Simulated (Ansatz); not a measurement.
### Question
Name crystals whose computed values (the program Ansatz at the r²SCAN level (PAW)) fall in these windows: highest Γ mode, no LO–TO term (cm⁻¹) 380 to 510; B₀ by P(V) fit (GPa) 130 to 170.

### Answer


```
crystal                            highest Γ mode, no LO–TO term (cm⁻¹)  B₀ by P(V) fit (GPa)
---------------------------------  ------------------------------------  --------------------
TiSi2, Fddd (Ti on 8b, Si on 16f)                                   438                   147
TiSi, Pnma (Ti on 4c, Si on 4c)                                     463                   154
```
Others may fit too.

Standing as an ambient phase not checked: TiSi, Pnma (Ti on 4c, Si on 4c). All cells were relaxed under the symmetry of their starts (and spin orders); stability against distortions was not tested throughout. Rows with no word on spin ran without spin polarisation.

Potentials: the earlier of the program's two PAW sets.
